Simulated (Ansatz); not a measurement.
RuW (rock salt, Fm-3m), plane-wave PAW PBE (Ansatz code), all energies at zero smearing, with the estimated change up to a 700 eV cutoff added, with one set of potentials and settings (totals compare only within such a set). Cell of 2 atoms (1 Ru, 1 W): -16262.720 eV.

| element | reference phase | E (eV/atom) |
|---|---|---|
| Ru | P6_3/mmc, 2 atoms in the cell | -5878.7331 |
| W | Im-3m, 1 atoms in the cell | -10385.9177 |

Formation energy per atom, worked out: (-16262.720 − 1×(-5878.7331) − 1×(-10385.9177))/2 = 0.966 eV/atom (93 kJ per mol of atoms), at 0 K, without zero-point energy or fitted corrections.

The start of the workflow was typed in or built on a structure type; neither database checked (COD, Materials Project) lists it. Its standing as an ambient phase is unchecked. Symmetry was held in the PBE relaxation; whether a distortion lowers the energy is not shown. The run is not spin-polarised. The volume moved by 15 % from the start of the relaxation. Its formation energy is positive at this level, so the cell may be metastable or incomplete. The references are the lowest solids computed at this level, not always the standard phases. Scalar-relativistic: spin–orbit coupling is off unless named, which matters more the heavier the elements.

Potentials: the earlier of the program's two PAW sets.
